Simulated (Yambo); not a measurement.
BSE-type run in Yambo on a free-standing CdClOH monolayer (symmetry P3m1, slab cell 16.5 Å high) under biaxial strain of -1.5 % in the plane, at zero momentum.

Quantum ESPRESSO step (PBEsol, PseudoDojo standard norm-conserving files, scalar-relativistic):
```
&CONTROL
  calculation = 'nscf'
  pseudo_dir = './pseudo'
  outdir = './out'
/
&SYSTEM
  ibrav = 0
  nat = 4
  ntyp = 4
  ecutwfc = 102.0
  ecutrho = 408.0
  occupations = 'fixed'
  force_symmorphic = .true.
  nbnd = 58
  assume_isolated = '2D'
/
&ELECTRONS
  conv_thr = 4e-09
  diago_full_acc = .true.
  diago_thr_init = 1e-08
/
ATOMIC_SPECIES
H 1.0080 H.upf
O 15.9990 O.upf
Cl 35.4500 Cl.upf
Cd 112.4140 Cd.upf
CELL_PARAMETERS angstrom
  3.591280076135   0.000000000000   0.000000000000
 -1.795640038067   3.110139778038   0.000000000000
  0.000000000000   0.000000000000  16.499999134801
ATOMIC_POSITIONS crystal
H   0.000000000000   0.000000000000   0.108031297700
O   0.000000000000   0.000000000000   0.049367663900
Cl   0.333333333333   0.666666666667  -0.108031297700
Cd   0.666666666667   0.333333333333  -0.014684735900
K_POINTS automatic
12 12 1 0 0 0
```

Yambo input:
```
rim_cut
rim_w
optics
bse
bss
dipoles
em1s
RandQpts= 1000000
RandGvec= 2 Ry
CUTGeo= "slab z"
RandGvecW= 1000 mRy
FFTGvecs= 30 Ry
Chimod= "HARTREE"
BSKmod= "SEX"
BSEmod= "resonant"
BSSmod= "hs"
BSENGexx= 10 Ry
BSENGBlk= 3 Ry
% KfnQP_E
 2.707 | 1.0 | 1.0 |
%
% BSEQptR
 1 | 1 |
%
% BSEBands
 10 | 22 |
%
% BEnRange
 0.0 | 12.7 | eV
%
% BDmRange
 0.1 | 0.1 | eV
%
BEnSteps= 254
% BLongDir
 1.0 | 0.0 | 0.0 |
%
BSHayTrs= -0.02
BSSNEig= 24
WRbsWF
% BndsRnXs
 5 | 54 |
%
NGsBlkXs= 3 Ry
% LongDrXs
 1.0 | 1.0 | 0.0 |
%
```

From the report:

The dimension is k points × valence × conduction bands = 144 × 8 × 5 = 5760.
```
   [SLEPC] Approach                          : Krylov-Schur
   [SLEPC] Number of requested eigenvalues   :  24
   [SLEPC] Number of eigenvalues        [NEV]:  24
    [K] Dimension                                    :   5760
    [K] Bands                                        :  10  22
    [K] Exchange res                                 : yes
    [K] Correlation res                              : yes
    [K] W interaction is bare                        : no
    [K] RL vectors exchange                          :   685
    [K] RL vectors correlation                       :  107
    [W] Matrix size                                  :  107
    [W] Bands                                        :    5   54
    [W] Coulomb Cutoff                               : slab z
    [W] Hxc Kernel                                   : HARTREE
```
Lowest eigenvalues (eV; in brackets the number of states within 2 meV): 3.59 (2), 4.14 (2), 4.17 (1), 4.33 (2), 4.42 (1), 4.48 (1). They depend on the mesh, which isn't converged, and on the G0W0 scissor.

Spin-orbit coupling is not included.

Geometry strained from the cell relaxed with PBEsol, atoms relaxed again.

This is a model layer cut from the bulk structure; whether it is stable on its own was not checked.
